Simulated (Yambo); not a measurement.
BaTiO3 (space group Amm2, No. 38); a = 3.9833 Å, b = c = 4.0573 Å, α = 89.75°, β = γ = 90.00°. With the G0W0 scissor the direct gap on the mesh is 4.15 eV. Axes are Cartesian, with cell vectors (Å) (3.98, 0.00, 0.00), (0.00, 2.86, 2.88), (0.00, -2.86, 2.88).

### Question
Does this run resolve the lowest exciton, and if so, what are its energy and binding? (Yambo, PBEsol bands; 6×6×6 mesh, 10 valence and 6 conduction bands, static screening with 88 bands and a 3 Ry block, scissor 1.61 eV, Tamm-Dancoff.)

### Answer
No. The lowest state covers only about 2 of the 216 k points, so the mesh doesn't resolve it: its energy and its distance from the direct gap are mesh artefacts. An extended exciton needs a far denser mesh. The scissor comes from a G0W0 run whose convergence isn't established. 

Geometry of the Materials Project entry, not relaxed at this level.

This is not the ordinary phase of the substance.
